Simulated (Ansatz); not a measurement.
## Course of a relaxation: Al4As

The guess for Al4As was made by a generator: ordered vacancies on the anion sites of antifluorite (P4/mmm, No. 123) (occupants of the shared sites, in ratio, As: 1, vacant: 1). The dimensions are guesses.

```
Al As
1.0
     4.08085    0.00000    0.00000
     0.00000    4.08085    0.00000
     0.00000    0.00000    5.77119
Al As
4 1
Direct
  0.50000 0.00000 0.25000
  0.00000 0.50000 0.75000
  0.50000 0.00000 0.75000
  0.00000 0.50000 0.25000
  0.00000 0.00000 0.00000
```

Method: DFT PBE, scalar-relativistic, plane waves, PAW in Ansatz. Cutoff 420 eV, Gaussian smearing, Γ-centred meshes. Cell and atoms relax first on a coarse mesh and then on a finer one. In between, the cell is made exact in the group found at 0.06 Å. In metals the finer mesh still leaves noise of several meV/atom or more. The steps can't lower the symmetry of their start. No spin polarisation.

Steps on the 4×4×4 mesh (5 atoms, 8 steps). The free energy counts from the last step; the plane-wave basis is renewed at times, which shifts energy and pressure.

| step | ΔF (meV/atom) | V (Å³/atom) | P (GPa) | largest force component (eV/Å) |
| --- | --- | --- | --- | --- |
| 1 | 233.2 | 19.22 | 8.47 | 1.993 |
| 2 | 73.3 | 19.40 | 4.62 | 0.081 |
| 3 | 38.6 | 20.42 | 0.96 | 0.334 |
| 4 | 12.2 | 20.81 | -0.86 | 0.228 |
| 5 | 5.3 | 20.57 | -0.55 | 0.181 |
| 6 | 1.9 | 20.54 | -0.22 | 0.055 |
| 7 | 1.6 | 20.47 | -0.07 | 0.009 |
| 8 | 0.0 | 20.47 | 0.03 | 0.012 |

The relaxed structure, after a last relaxation on the converged mesh:

```cif
data_structure
_symmetry_space_group_name_H-M 'P4/mmm'
_symmetry_Int_Tables_number 123
_cell_length_a 3.8860
_cell_length_b 3.8860
_cell_length_c 6.6948
_cell_angle_alpha 90.000
_cell_angle_beta 90.000
_cell_angle_gamma 90.000
_cell_volume 101.10
loop_
_atom_site_label
_atom_site_type_symbol
_atom_site_symmetry_multiplicity
_atom_site_Wyckoff_symbol
_atom_site_fract_x
_atom_site_fract_y
_atom_site_fract_z
_atom_site_occupancy
Al1 Al 4 i 0.50000 0.00000 0.29572 1
As1 As 1 a 0.00000 0.00000 0.00000 1
```

The symmetry stays P4/mmm (No. 123). The volume per atom grows by 5.2 %, from 19.2 to 20.2 Å³. The shortest distance goes from 2.50 Å (Al–As) to 2.74 Å (Al–Al). The ratio c/a of the conventional cell changes by a factor of 1.22. The energy falls by about 0.24 eV/atom (the start's value is from the coarse mesh). Al has 5 Al at 2.74–2.75 Å and 2 As at 2.77 Å; around As lie 8 Al at 2.77 Å.

```yaml
Volume_per_atom: 20.22 Å³
Density: 3.00 g/cm³
Energy_over_the_elements: +0.18 eV/atom
Gap_on_the_10×10×6_mesh_of_the_5-atom_cell: 0 eV (a metal)
```

The zero of energy is the elements' standard structures at the same level; no fitted shifts are applied.

The last run used Gaussian smearing of 0.10 eV. The cell is a metal run without spin; a magnetic state may lie lower. The reference form of As is held partly by dispersion forces, which this level lacks. Symmetry constrained the relaxation, so the result can be a saddle point. In all, the 3 runs took 77 s on 1 thread of Arm Neoverse V1, with other jobs on the host.
